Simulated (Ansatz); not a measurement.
Ansatz (an electronic-structure program) input:

Ansatz 0.2 input:
```yaml
crystal:
  lattice:
    - [0.0, 3.1721503473, 3.1721503473]
    - [3.1721503473, 0.0, 3.1721503473]
    - [3.1721503473, 3.1721503473, 0.0]
  atoms:
    - { symbol: Ta, position: [0.25, 0.25, 0.25] }
    - { symbol: Ta, position: [0.75, 0.75, 0.75] }
    - { symbol: Ta, position: [0.5, 0.5, 0.5] }
    - { symbol: Ru, position: [0.0, 0.0, 0.0] }
kpoints:
  mp_grid: { grid: [20, 20, 20] }
hamiltonian:
  xc: lda
  pseudopotentials: { kind: paw }
scf:
  occupations: { method: fermi_dirac, width: 0.1 }
elastic: { mode: relaxed_ion, stencil: two_point, amplitude: 0.005, f_tol: 0.0005 }
```

Output (shortened):

```
Pseudopotentials: kind: paw
Pseudopotential: Ta, paw, valence charge 13
Pseudopotential: Ru, paw, valence charge 16
Functional definition: SPW92
Crystal: 4 atoms, lattice volume = 63.840 Å³
Basis set: ecut = 420 eV, 1243 PW (Γ)
Bands: 33, of which v1, the nominal top of the filled ones, is band 28 counted from 1 (27 counted from 0)
Symmetry: 48 space group operations
Space group: Fm-3m (ITA 225), of the structure as read, at distance tolerance 4.0e-5 Å
k-points: 256 of 8000
PAW frozen core: Ta, regenerated for the run's functional, and the local potential with it
PAW frozen core: Ru, regenerated for the run's functional, and the local potential with it
Initial wavefunctions: pseudopotential atomic-orbital guess
Eigensolver: davidson
Functional: x = slater, c = lda
all-band conjugate gradients solve this SCF's bands
the search or the solves at the SCF's close seem to have found levels that the self-consistency loop had missed (the run counts 4) …
SCF 1 converged in 9 iterations: F = -34807.047312 eV  dr2 = 8.06e-14
density extrapolation: transplant  |δρ|_rms = 5.611e-2 e/Å³  SAD shift = 7.294e-3 e/Å³
Crystal: 4 atoms, lattice volume = 63.521 Å³
Symmetry: 16 space group operations
k-points: 641 of 8000
Initial density: handed on by an earlier stage of this run
Initial wavefunctions: those handed on with the density
SCF 2 converged in 9 iterations: F = -34807.044906 eV  dr2 = 3.97e-14
density extrapolation: first-order (α = -2.000)  |δρ|_rms = 5.611e-2 e/Å³  SAD shift = 7.236e-3 e/Å³
Crystal: 4 atoms, lattice volume = 64.159 Å³
SCF 3 converged in 7 iterations: F = -34807.045555 eV  dr2 = 1.05e-14
Crystal: 4 atoms, lattice volume = 63.839 Å³
Symmetry: 8 space group operations
k-points: 1166 of 8000
Initial wavefunctions: pseudopotential atomic-orbital guess (no wavefunctions were taken with the density)
SCF 4 converged in 9 iterations: F = -34807.046874 eV  dr2 = 6.61e-14
relax step   1: F+E_penalty+E_count = -34807.04687373 eV  Δ(F+E_penalty+E_count) = +0.000e0 eV  max|allowed force component| = 1.075e-2 eV/Å  Δτ_max = 0.0000 Å  (9 SCF iters, accepted)
density extrapolation: transplant  |δρ|_rms = 5.611e-2 e/Å³  SAD shift = 2.492e-3 e/Å³
Crystal: 4 atoms, lattice volume = 63.839 Å³
SCF 5 converged in 7 iterations: F = -34807.046856 eV  dr2 = 2.20e-14
relax step   2: F+E_penalty+E_count = -34807.04685561 eV  Δ(F+E_penalty+E_count) = +1.812e-5 eV  max|allowed force component| = 2.101e-2 eV/Å  Δτ_max = 0.0018 Å  (7 SCF iters, rejected (line search))
density extrapolation: transplant  |δρ|_rms = 5.611e-2 e/Å³  SAD shift = 1.648e-3 e/Å³
Crystal: 4 atoms, lattice volume = 63.839 Å³
SCF 6 converged in 7 iterations: F = -34807.046880 eV  dr2 = 8.80e-15
relax step   3: F+E_penalty+E_count = -34807.04688017 eV  Δ(F+E_penalty+E_count) = -6.435e-6 eV  max|allowed force component| = 5.053e-9 eV/Å  Δτ_max = 0.0006 Å  (7 SCF iters, accepted)
Crystal: 4 atoms, lattice volume = 63.839 Å³
SCF 7 converged in 6 iterations: F = -34807.046880 eV  dr2 = 0.0
Crystal: 4 atoms, lattice volume = 63.839 Å³
SCF 8 converged in 9 iterations: F = -34807.046874 eV  dr2 = 6.50e-14
relax step   1: F+E_penalty+E_count = -34807.04687371 eV  Δ(F+E_penalty+E_count) = +0.000e0 eV  max|allowed force component| = 1.075e-2 eV/Å  Δτ_max = 0.0000 Å  (9 SCF iters, accepted)
density extrapolation: transplant  |δρ|_rms = 5.611e-2 e/Å³  SAD shift = 8.437e-4 e/Å³
Crystal: 4 atoms, lattice volume = 63.839 Å³
SCF 9 converged in 10 iterations: F = -34807.046880 eV  dr2 = 3.59e-19
relax step   2: F+E_penalty+E_count = -34807.04688014 eV  Δ(F+E_penalty+E_count) = -6.435e-6 eV  max|allowed force component| = 2.920e-8 eV/Å  Δτ_max = 0.0006 Å  (10 SCF iters, accepted)
Crystal: 4 atoms, lattice volume = 63.839 Å³
SCF 10 converged in 6 iterations: F = -34807.046880 eV  dr2 = 0.0
SCF converged after 9 iterations
Free energy (F): -34807.047312 eV
Harris-Foulkes:  -34807.047312 eV  (|F-HF|=0.00e0)
Internal energy: -34806.973655 eV  (E = F + TS)
E sigma→0 (E₀):  -34807.010483 eV
Entropy (-TS):   -0.073656 eV (-18.414 meV/atom)
Fermi energy:    20.814496 eV
--- Per-component energies (eV) ---
  E_band       = -332.061705
  E_kinetic    = 1620.371776
  E_local      = -2937.775855  (includes V_loc(G=0)·N_el)
  E_nonlocal   = 411.812732
  E_hartree    = 1004.451179
  E_xc         = -843.106294
  E_vxc        = -855.028470  (∫ρ·V_xc dr)
  E_paw        = -27789.237683  (= ΣΔE_a)
  E_vpaw       = -580.344493  (= ΣTr[D̂ρ^β])
  E_aug_tail   = 0.000249  (compensation charges beyond the density's cutoff)
  E_ewald      = -6274.838152
  E_core_change = 1.348393  (= ΣΔE_core)
  E_smearing   = -0.073656  (= −TS)
  E_closure    = 0.000000  (closes the sum)
  Σ components = -34807.047312   (vs F -34807.047312, Δ=0.00e0)
--- Forces (eV/Å), atoms counted from 1 ---
  atom   1  Ta     0.00000000     0.00000000     0.00000000
  atom   2  Ta     0.00000000     0.00000000     0.00000000
  atom   3  Ta     0.00000000     0.00000000     0.00000000
  atom   4  Ru     0.00000000     0.00000000     0.00000000
  max |Σ_I F_I| component: 1.85e-17 eV/Å
--- Stress (GPa, compression-positive) ---
        0.149222       0.000000       0.000000
        0.000000       0.149222       0.000000
        0.000000       0.000000       0.149222
  P = ⅓ Tr σ = 0.1492 GPa (1.492 kbar)
  The stress holds the Pulay correction. Without it, at fixed plane waves, as pw.x and ABINIT print it: P = 0.1057 GPa
  The stress includes an estimate of the error left by incomplete SCF convergence (largest component 0.0000 GPa).
--- Band table (eV; the first three rows and the last of 256) ---
  k-point 0: bands = ["-51.8398", "-46.5842", "-46.5239", "-45.8941", "-21.9025", "-21.9025", "-21.9025", "-13.2713", "-13.2713", "-13.2713", "-13.2496", "-13.2496", "-13.2496", "-12.3207", "-12.3207", "-12.3207", "12.4685", "15.7119", "15.7119", "18.0153", …
  k-point 1: bands = ["-51.8398", "-46.5836", "-46.5241", "-45.8945", "-21.9025", "-21.9025", "-21.9024", "-13.3108", "-13.2882", "-13.2882", "-13.2336", "-13.2336", "-13.2058", "-12.3253", "-12.3195", "-12.3195", "12.5141", "15.7412", "15.7412", "17.9364", …
  k-point 2: bands = ["-51.8397", "-46.5820", "-46.5249", "-45.8956", "-21.9027", "-21.9027", "-21.9023", "-13.3509", "-13.3128", "-13.3128", "-13.2117", "-13.2117", "-13.1541", "-12.3379", "-12.3162", "-12.3162", "12.6491", "15.8283", "15.8283", "17.7438", …
  k-point 255: bands = ["-51.8388", "-46.5449", "-46.5449", "-45.9164", "-21.9080", "-21.9025", "-21.9025", "-13.6419", "-13.3565", "-13.3565", "-13.2895", "-12.9654", "-12.9624", "-12.3465", "-12.3465", "-12.2314", "16.0385", "16.0385", "16.0920", "16.4579", …
  band table: 33 of 33 bands, residual norms ≤ 1.0e-3 eV
--- Elastic constants: 2 strain directions × 2 members + reference (group order 48) ---
  dense FFT box of the reference and of every strained cell: 32×32×32
  strains applied: 11, 23; error gains: componentwise 1.00 (the most a stress slope's error grows in a printed constant), spectral 1.73 (1 for all six strains …
  C = ∂σ_k/∂η_j (tension-positive GPa; Voigt order 11 22 33 23 13 12):
       418.105    174.452    174.452      0.000      0.000      0.000
       174.452    418.105    174.452      0.000      0.000      0.000
       174.452    174.452    418.105      0.000      0.000      0.000
         0.000      0.000      0.000     86.536      0.000      0.000
         0.000      0.000      0.000      0.000     86.536      0.000
         0.000      0.000      0.000      0.000      0.000     86.536
  reference stress σ⁰ (GPa):     -0.149     -0.149     -0.149      0.000      0.000      0.000
  moduli (Voigt/Reuss/Hill, GPa): K = 255.67/255.67/255.67   G = 100.65/97.88/99.26   E = 263.67   ν = 0.328
  mechanically stable: yes (min eigenvalue of sym C = 86.54 GPa)
  strain η (Voigt 11):  stress-route row diagonal C_11 = 418.11 GPa, energy-path curvature d²(F+E_count+ΔE)/dδ²/Ω₀ = 418.08 GPa
         δ    σ_11 (GPa)             F (eV)   n_scf  n_hpsi   n_pw
    -5.000e-3      -2.2816      -34807.0449059       9  400012   1266   relax 0 steps, max|allowed force component| 6.94e-17 eV/Å
     5.000e-3       1.8995      -34807.0455550       7  331941   1283   relax 0 steps, max|allowed force component| 6.94e-17 eV/Å
  strain η (Voigt 23):  stress-route row diagonal C_44 = 86.54 GPa, energy-path curvature d²(F+E_count+ΔE)/dδ²/Ω₀ = 86.61 GPa
         δ    σ_23 (GPa)             F (eV)   n_scf  n_hpsi   n_pw
    -5.000e-3      -0.4327      -34807.0468802       6  474572   1275   relax 3 steps, max|allowed force component| 5.05e-9 eV/Å
     5.000e-3       0.4327      -34807.0468801       6  474487   1275   relax 2 steps, max|allowed force component| 2.92e-8 eV/Å
```

Cost: roughly 26 core-minutes on shared cores.

The workflow started from a Materials Project entry (that database holds measured and hypothetical structures alike); the Crystallography Open Database copy checked does not list it. With Ta and Ru taken as one species the cell has the higher symmetry Im-3m, so it may be an ordered model of a mixed-site phase. Its standing as an ambient phase is unchecked. The LDA relaxation kept the symmetry of its start; whether a distortion lowers the energy is not shown. No spin polarisation was allowed. As this level gives no gap, shear constants depend on the k-mesh and smearing (Fermi–Dirac, 0.1 eV here). Scalar-relativistic: spin–orbit coupling is off unless named, which matters more the heavier the elements.

Potentials: the later of the program's two PAW sets.

Ansatz is a plane-wave DFT program.
